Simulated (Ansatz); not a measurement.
Here is an unrelaxed guess for Ga2GeO.

```yaml
crystal:
  lattice:
    - [3.56869, 0.00000, 0.00000]
    - [-1.78435, 3.09058, 0.00000]
    - [0.00000, 0.00000, 4.80366]
  atoms:
    - { symbol: Ga, position: [0.00000, 0.00000, 0.75048] }
    - { symbol: Ga, position: [0.00000, 0.00000, 0.24952] }
    - { symbol: Ge, position: [0.66667, 0.33333, 0.50000] }
    - { symbol: O, position: [0.33333, 0.66667, 0.00000] }
```

Level of theory: DFT PBE, scalar-relativistic, plane waves, PAW (Ansatz 0.2.0). Settings: cutoff 420 eV, Γ-centred mesh 6×6×4 on the computed 4-atom cell, Gaussian smearing of 0.10 eV; no spin polarisation.

Energies over the elements count from the elements' standard structures at the same level (O₂ as a molecule), with no fitted energy shifts.

**Question.** Estimate its pressure, forces and energy as it stands.

**Answer.** The pressure is 30.3 GPa (the mean over three directions, positive in compression), the largest force is 1.67 eV/Å, and the energy is +0.38 eV/atom against the elements. The shortest distance is 2.38 Å.

**Question.** How much does it gain on relaxing, and where does it end?

**Answer.** Relaxing gains about 0.73 eV/atom (the start's value is from the coarse mesh, so the gain is rough) in 30 ionic steps and ends at −0.35 eV/atom on the finer mesh. The symmetry stays P-6m2 (No. 187). The volume per atom grows by 17.2 %, from 13.2 to 15.5 Å³. The shortest distance goes from 2.38 Å (Ga–O) to 2.28 Å (Ga–O). The ratio c/a of the conventional cell changes by a factor of 1.98. Conventional cell: a = 2.995 Å, c = 7.993 Å. Around Ga lie 3 O at 2.28 Å, 7 Ga at 2.96–3.00 Å and 3 Ge at 3.05 Å; Ge has 6 Ge at 3.00 Å and 6 Ga at 3.05 Å; around O lie 6 Ga at 2.28 Å.

The last run used an 18×18×8 mesh (in the run's order of axes) for its 4-atom cell and Gaussian smearing of 0.10 eV. The relaxation can't lower the symmetry of the start. Symmetry constrained the relaxation, so the result can be a saddle point.
